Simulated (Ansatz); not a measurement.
## Si₃N₄ — field gradients at the nuclei

The cell is a Materials Project structure (computed, not necessarily an observed phase), atoms as given.

```xyz
14
Lattice="-3.2441 3.2441 3.2441 3.2441 -3.2441 3.2441 3.2441 3.2441 -3.2441" Properties=species:S:1:pos:R:3 pbc="T T T"
Si    1.6221    2.4331    0.0000
Si    0.0000    1.6221    2.4331
Si    0.0000    4.8662    0.8110
Si    2.4331    0.0000    1.6221
Si    0.8110    0.0000    4.8662
Si    4.8662    0.8110    0.0000
N    -1.4185    1.8256    1.4185
N    -0.2036    0.2036    3.4477
N     3.0406    3.0406    3.0406
N     3.4477   -0.2036    0.2036
N     1.4185    1.4185    1.4185
N     1.8256    1.4185   -1.4185
N     0.2036    3.4477   -0.2036
N     1.4185   -1.4185    1.8256
```

Atom numbers follow the list; atoms alike are taken as one site, whose name carries the number of the first.

All values are calculated (Ansatz; DFT, PBE, plane waves and PAW, scalar-relativistic, 420 eV cutoff, Γ-centred 6×6×6 k-points, Fermi–Dirac smearing 0.02 eV), not measured.

C_Q = eQV_zz/h, which is 24.18 MHz for Q = 1 b and V_zz = 10²¹ V/m²; η = (V_xx − V_yy)/V_zz. Directions are in the Cartesian axes of the cell vectors above, for the atom listed; none is given where the gradient is under 0.02 or η is above 0.95.

```
site  first atom     first shell  V_zz (10²¹ V/m²)     η  direction of V_zz (x, y, z)
  Si           1   4 N at 1.76 Å             -0.10  0.00               0.00 1.00 0.00
   N           7  3 Si at 1.76 Å             -5.82  0.00              0.58 0.58 -0.58
```

An axis of threefold or higher order runs through Si and N, so V_zz lies along it and η is zero.

The run took 13 s of wall time (13 s of CPU time) and 0.38 GiB at its peak, on 1 thread of Arm Neoverse V1 (aarch64; 8 cores open to the job, memory cap 2.5 GiB, no GPU), a shared host with a load of 0.8 a core.
